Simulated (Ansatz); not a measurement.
CuO (CsCl type, Pm-3m) at seven volumes, DFT-r²SCAN in the program Ansatz with PAW potentials, scaled uniformly. One row is withheld.

| V (Å³/atom) | P (GPa) |
|---|---|
| 7.977 | ? |
| 8.239 | 14.43 |
| 8.502 | 6.61 |
| 8.765 | 0.02 |
| 9.028 | -5.53 |
| 9.291 | -10.20 |
| 9.554 | -14.13 |

Problem. Fit the shown pressures and predict the withheld one.

Solution. P = (3/2)B₀(x^(7/2) − x^(5/2))[1 + (3/4)(B′ − 4)(x − 1)] with x = (V₀/V)^(2/3). Least squares on the six rows gives V₀ = 8.766 Å³/atom, B₀ = 201 GPa, B′ = 4.73. At V = 7.977, x = 1.0649 and P = 23.71 GPa. The run itself gave 23.72 GPa.

A made-up cell: these elements were put on the sites of a structure type; the Crystallography Open Database copy checked does not list it. It is not the phase usual at ambient conditions (space group No. 15). Symmetry was held in the r²SCAN relaxation. At this level the phase is mechanically unstable. No spin polarisation was allowed. The volume moved by 51 % from the start of the relaxation. No Hubbard U is applied.

Potentials: the later of the program's two PAW sets.
